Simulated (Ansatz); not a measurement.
Below is a relaxed structure of Sn₃PbSe₄. The cell was found from a structure generator's guess, not taken from experiment.

The calculation used Ansatz 0.2.0, DFT PBE, scalar-relativistic, plane waves, PAW. Cutoff 420 eV, Γ-centred mesh, Gaussian smearing, no spin polarisation.

```xyz
8
Lattice="-3.0520 3.0520 6.1044 3.0520 -3.0520 6.1044 3.0520 3.0520 -6.1044" Properties=species:S:1:pos:R:3 pbc="T T T"
Sn    0.0000    3.0520    3.0522
Sn    0.0000    0.0000    6.1044
Sn    3.0520    0.0000    3.0522
Pb    0.0000    0.0000    0.0000
Se    0.0000    0.0000    9.1127
Se    0.0000    3.0520    0.0000
Se    0.0000    0.0000    3.0961
Se    3.0520    0.0000    0.0000
```

The zero of energy is the elements' standard structures at the same level; no fitted shifts are applied. The references include grey tin.

(1) Find its symmetry and describe it.

(2) What is its formation energy per atom?

(3) Is it a metal?

Answers

(1) I4/mmm (No. 139), with Sn and Pb ordered on rock salt sites. Conventional cell: a = 6.104 Å, c = 12.209 Å. Sn on a site of symmetry -4m2 is surrounded by 6 Se at 3.05 Å; around Sn on a site of symmetry 4/mmm lie 6 Se at 3.01–3.05 Å; around Pb lie 6 Se at 3.05–3.10 Å; around Se on a site of symmetry 4mm lie 5 Sn at 3.01–3.05 Å and 1 Pb at 3.10 Å; 1 more site not described.

(2) −0.462 eV/atom. Whether it is stable depends on the other phases of the system, which aren't compared here.

(3) No, the gap on the 8×8×8 mesh is 0.15 eV.

The last run used an 8×8×8 mesh for its 8-atom cell and Gaussian smearing of 0.01 eV. These runs have no spin–orbit coupling, which can matter for Pb. Kohn–Sham gaps at this level usually fall short of measured ones. The missing spin–orbit coupling can work the other way here. The reference form of Se is held partly by dispersion forces, which this level lacks. Small gaps are read on the mesh alone, and bands can cross between its points. A structure relaxed within its symmetry needn't be a true minimum.
